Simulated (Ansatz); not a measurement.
Space group P-43m (No. 215). a = 5.992 Å, b = 5.992 Å, c = 5.992 Å, α = 90.00°, β = 90.00°, γ = 90.00°
| atom | site | symmetry | x | y | z |
| --- | --- | --- | --- | --- | --- |
| Cd | 4e | .3m | 0.2443 | 0.7557 | 0.2443 |
| Se | 1b | -43m | 0.5000 | 0.5000 | 0.5000 |
| S | 3d | -42.m | 0.5000 | 0.0000 | 0.0000 |

Equation of state of this Cd4SeS3 structure (not necessarily the ground state), with shape and atoms relaxed at each volume where symmetry leaves them free. Level of theory: DFT PBE, scalar-relativistic, plane waves, PAW in Ansatz.

Settings: cutoff 420 eV, Γ-centred mesh 6×6×6 on the computed 8-atom cell, Gaussian smearing of 0.02 eV; no spin polarisation.

```tsv
V (Å³/atom)	E − E(largest V) (meV/atom)	P (GPa)	gap on mesh (eV)
23.665	43.89	8.82	1.13
24.472	6.70	6.04	1.07
25.278	-17.61	3.69	1.00
26.085	-31.06	1.71	0.94
26.892	-35.33	0.04	0.87
27.699	-31.86	-1.38	0.81
28.505	-21.83	-2.57	0.75
29.581	0.00	-3.88	0.66
```

Task: Fit a third-order Birch–Murnaghan equation, E = E0 + (9V0B0/16)·[(x − 1)³B0' + (x − 1)²(6 − 4x)] with x = (V0/V)^(2/3), to E(V).

Result: V0 = 26.91 Å³/atom, B0 = 51 GPa, B0' = 4.6.

The cell was found from a structure generator's guess, not taken from experiment.
